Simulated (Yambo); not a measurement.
A G0W0@LDA run in Yambo for CaTiF$_{6}$ (space group R-3m, No. 166, within 0.06 Å of Fm-3m) (2×2×2 Γ-centred k mesh, bands 2 to 209 and a 7 Ry block in the screening, 209 bands in G with the Bruneval-Gonze terminator, plasmon pole fitted at 27.2 eV) gives these matrix elements, in eV, at the band edges (Γ → Γ):

```csv
state,E0,<Vxc>,<Σx>,<Σc(E0)>,Z
valence edge,0.000,-22.680,-30.486,5.163,0.797
conduction edge,4.823,-20.982,-12.689,-4.920,0.810
```

Q: Solve the linearised quasiparticle equation for both states, give the gap, and say how exchange and correlation each act on it.

A: E = E0 + Z(Σx + Σc − Vxc). Valence: 0.000 + 0.797 × (-30.486 + (5.163) − (-22.680)) = -2.11 eV. Conduction: 4.823 + 0.810 × (-12.689 + (-4.920) − (-20.982)) = 7.56 eV. The gap is 9.66 eV, against 4.82 eV in LDA. Replacing Vxc by bare exchange alone would open it by 16.10 eV; correlation takes back 10.08 eV of that, and Z scales what is left. Nearest settings tried, and what they do to the gap: 137 bands in W, 137 bands in G: +4 meV; 6 Ry block (271 vectors against 307): +43 meV. Not varied: mesh. So the settings aren't converged at that level. The k mesh is coarse. 

Geometry of the Materials Project entry, not relaxed at this level; primitive cell a = b = c = 5.845 Å, α = β = γ = 59.76°.
